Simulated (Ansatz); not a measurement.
Input file for Ansatz (a quantum-chemistry and plane-wave program):

Ansatz 0.2 input:
```yaml
crystal:
  lattice:
    - [3.2319285782, 0.0, 0.0]
    - [-1.6159642891, 2.7989322519, 0.0]
    - [0.0, 0.0, 5.17148498]
  atoms:
    - { symbol: Zr, position: [0.3333333333, 0.6666666667, 0.25] }
    - { symbol: Zr, position: [0.6666666667, 0.3333333333, 0.75] }
kpoints:
  mp_grid: { grid: [11, 11, 6] }
  band_path:
    path:
      - [[0.0, 0.0, 0.0], [0.5, 0.0, 0.0], [0.3333333333, 0.3333333333, 0.0], [0.0, 0.0, 0.0], [0.0, 0.0, 0.5], [0.5, 0.0, 0.5], [0.3333333333, 0.3333333333, 0.5], [0.0, 0.0, 0.5]]  # Γ-M-K-Γ-A-L-H-A
      - [[0.5, 0.0, 0.5], [0.5, 0.0, 0.0]]  # L-M
      - [[0.3333333333, 0.3333333333, 0.5], [0.3333333333, 0.3333333333, 0.0]]  # H-K
    npoints: 8
basis: { xc_grid: 2 }
hamiltonian:
  xc: pbe
  pseudopotentials: { azcp: { folder: ./paw }, kind: paw_fr }
magnetization: { noncollinear: true, spin_orbit: true }
scf:
  n_extra_bands: 12
  convergence: { dr2_threshold: 0.0000000001 }
  occupations: { method: gaussian, width: 0.05 }
output: { eigenvalues: true }
```

Output (shortened):

```
Pseudopotential: Zr, paw, valence charge 12
Functional definition: PBE
non-collinear run that drives no moment, with spin-orbit …
Crystal: 2 atoms, lattice volume = 46.781 Å³
Basis set: ecut = 420 eV, 941 PW (Γ), exchange–correlation on 48×48×72 points (8 copies of the dense FFT grid, shifted against one another)
Bands: 36, of which v1, the nominal top of the filled ones, is band 24 counted from 1 (23 counted from 0)
Symmetry: 24 space group operations + 24 with time reversal
k-points: 64 of 726
Projection manifold: j_resolved (fully-relativistic pseudo-atomic orbitals)
SCF iter   1: F=—  HF=-8369.600862 eV  |F-HF|=—  |Δ(HF+E_count)|=         —  Δρ=2.87e-2  dr2=4.97e-1  dr2_m=0.00e0 (ungated)  ethr=3.10e-3  |M|=0.00e0 ∫|m|=0.00e0 μB  |m|>n=0.0e0 m-floor=0.0e0 τ_xc=0.0e0  β_m=0.30  ⟨swp⟩=5.7  Hψ=5724  notcnv=0  defer=4
preconditioner: auto → none
SCF iter   2: F=—  HF=-8369.469746 eV  |F-HF|=—  |Δ(HF+E_count)|=   1.31e-1  Δρ=1.68e-2  dr2=1.51e-1  dr2_m=0.00e0 (ungated)  ethr=2.07e-3  |M|=0.00e0 ∫|m|=0.00e0 μB  |m|>n=0.0e0 m-floor=0.0e0 τ_xc=0.0e0  β_m=0.48  ⟨swp⟩=2.7  Hψ=1861  notcnv=0  defer=344
preconditioner: auto → Kerker (q_TF=auto, 2.441 Å⁻¹)
spin=Noncollinear: Kerker preconditioning applied to the charge; magnetization (m_x, m_y, m_z) channels mix plain (no charge-response kernel on spin).
SCF iter   3: F=—  HF=-8369.430685 eV  |F-HF|=—  |Δ(HF+E_count)|=   3.91e-2  Δρ=5.07e-3  dr2=6.99e-3  dr2_m=0.00e0 (ungated)  ethr=6.28e-4  |M|=0.00e0 ∫|m|=0.00e0 μB  |m|>n=0.0e0 m-floor=0.0e0 τ_xc=0.0e0  β_m=0.74  ⟨swp⟩=2.8  Hψ=1901  notcnv=0  defer=344
SCF iter   4: F=—  HF=-8369.430354 eV  |F-HF|=—  |Δ(HF+E_count)|=   3.31e-4  Δρ=1.06e-3  dr2=5.10e-4  dr2_m=0.00e0 (ungated)  ethr=2.91e-5  |M|=0.00e0 ∫|m|=0.00e0 μB  |m|>n=0.0e0 m-floor=0.0e0 τ_xc=0.0e0  β_m=0.83  ⟨swp⟩=2.8  Hψ=1782  notcnv=0  defer=344
SCF iter   5: F=—  HF=-8369.430295 eV  |F-HF|=—  |Δ(HF+E_count)|=   5.92e-5  Δρ=1.29e-4  dr2=4.65e-6  dr2_m=0.00e0 (ungated)  ethr=2.12e-6  |M|=0.00e0 ∫|m|=0.00e0 μB  |m|>n=0.0e0 m-floor=0.0e0 τ_xc=0.0e0  β_m=0.91  ⟨swp⟩=2.4  Hψ=1335  notcnv=0  defer=344
SCF iter   6: F=—  HF=-8369.430300 eV  |F-HF|=—  |Δ(HF+E_count)|=   4.80e-6  Δρ=2.28e-5  dr2=1.54e-7  dr2_m=0.00e0 (ungated)  ethr=1.94e-8  |M|=0.00e0 ∫|m|=0.00e0 μB  |m|>n=0.0e0 m-floor=0.0e0 τ_xc=0.0e0  β_m=0.96  ⟨swp⟩=2.1  Hψ=1675  notcnv=0  defer=344
SCF iter   7: F=—  HF=-8369.430300 eV  |F-HF|=—  |Δ(HF+E_count)|=   2.45e-7  Δρ=4.13e-6  dr2=8.31e-9  dr2_m=0.00e0 (ungated)  ethr=6.40e-10  |M|=0.00e0 ∫|m|=0.00e0 μB  |m|>n=0.0e0 m-floor=0.0e0 τ_xc=0.0e0  β_m=0.97  ⟨swp⟩=2.5  Hψ=1693  notcnv=0  defer=344
SCF iter   8: F=—  HF=-8369.430300 eV  |F-HF|=—  |Δ(HF+E_count)|=   2.04e-9  Δρ=6.41e-7  dr2=1.27e-10  dr2_m=0.00e0 (ungated)  ethr=3.46e-11  |M|=0.00e0 ∫|m|=0.00e0 μB  |m|>n=0.0e0 m-floor=0.0e0 τ_xc=0.0e0  β_m=0.99  ⟨swp⟩=2.0  Hψ=1678  notcnv=0  defer=344
SCF iter   9: F=-8369.430300 eV  HF=-8369.430300 eV  |F-HF|=1.82e-12  |Δ(HF+E_count)|=  3.64e-11  Δρ=8.71e-8  dr2=2.28e-12  dr2_m=0.00e0 (ungated)  ethr=1.00e-12  |M|=0.00e0 ∫|m|=0.00e0 μB  |m|>n=0.0e0 m-floor=0.0e0 τ_xc=0.0e0  ⟨swp⟩=7.1  Hψ=3855  notcnv=0
SCF 1 converged in 9 iterations: F = -8369.430300 eV  dr2 = 2.28e-12
NSCF: frozen V_eff on 75 k-points
SCF converged after 9 iterations
Magnetization: |M| = 0.0000 μB,  M = (+0.0000, +0.0000, +0.0000) μB
Absolute magnetization: 0.0000 μB (∫|m|)
  site 0: m = (+0.0000, +0.0000, +0.0000) μB, |m| = 0.0000 μB  (R = 1.32 Å)
  site 1: m = (+0.0000, +0.0000, +0.0000) μB, |m| = 0.0000 μB  (R = 1.32 Å)
Free energy (F): -8369.430300 eV
Harris-Foulkes:  -8369.430300 eV  (|F-HF|=1.82e-12)
Internal energy: -8369.428728 eV  (E = F + TS)
E sigma→0 (E₀):  -8369.429514 eV
Entropy (-TS):   -0.001571 eV (-0.786 meV/atom)
Fermi energy:    13.919582 eV
--- Per-component energies (eV) ---
  E_band       = -196.565426
  E_kinetic    = 631.189331
  E_local      = -1212.525642  (includes V_loc(G=0)·N_el)
  E_nonlocal   = 149.779557
  E_hartree    = 394.310014
  E_xc         = -308.920264
  E_vxc        = -364.981339  (∫ρ·V_xc dr)
  E_paw        = -5929.334277  (= ΣΔE_a)
  E_vpaw       = -188.647314  (= ΣTr[D̂ρ^β])
  E_aug_tail   = -0.000050  (compensation charges beyond the density's cutoff)
  E_ewald      = -2093.927396
  E_smearing   = -0.001571  (= −TS)
  E_closure    =  0.000000  (closes the sum)
  Σ components = -8369.430300   (vs F -8369.430300, Δ=0.00e0)
  [band-id]    e_kinetic+e_local+e_nonlocal+2·e_hartree+e_vxc+e_vpaw+e_augmentation_tail = -196.565430   (vs E_band -196.565426, Δ=-4.15e-6)
--- Band table (eV; the first three rows and the last of 64) ---
  k-point 0: bands = ["-34.9202", "-34.9202", "-34.7708", "-34.7708", "-14.1670", "-14.1670", "-13.6942", "-13.6942", "-12.5227", "-12.5227", "-12.0133", "-12.0133", "-11.8814", "-11.8814", "-11.8698", "-11.8698", "8.2614", "8.2614", "10.8847", "10.8847", …
  k-point 1: bands = ["-34.9104", "-34.9104", "-34.7810", "-34.7810", "-14.1306", "-14.1306", "-13.7210", "-13.7210", "-12.4886", "-12.4886", "-12.0038", "-12.0038", "-11.9339", "-11.9339", "-11.8795", "-11.8795", "8.4894", "8.4894", "10.8584", "10.8584", …
  k-point 2: bands = ["-34.8833", "-34.8833", "-34.8087", "-34.8087", "-14.0344", "-14.0344", "-13.7978", "-13.7978", "-12.3893", "-12.3893", "-12.0699", "-12.0699", "-11.9777", "-11.9777", "-11.9060", "-11.9060", "9.1174", "9.1174", "10.6202", "10.6202", …
  k-point 63: bands = ["-34.7519", "-34.7519", "-34.7519", "-34.7519", "-14.1704", "-14.1704", "-14.1436", "-14.1436", "-12.6362", "-12.6362", "-12.4472", "-12.4472", "-12.2852", "-12.2852", "-12.1219", "-12.1219", "12.1485", "12.1485", "12.1816", "12.1816", …
```

Cost: about 17 core-seconds (a rough figure) on shared cores.

Space group P6_3/mmc (hcp (Mg type)). The cell was relaxed with PBE under the symmetry of its start. The run is not spin-polarised.

Potentials: the earlier of the program's two PAW sets.

Ansatz is a plane-wave DFT program.
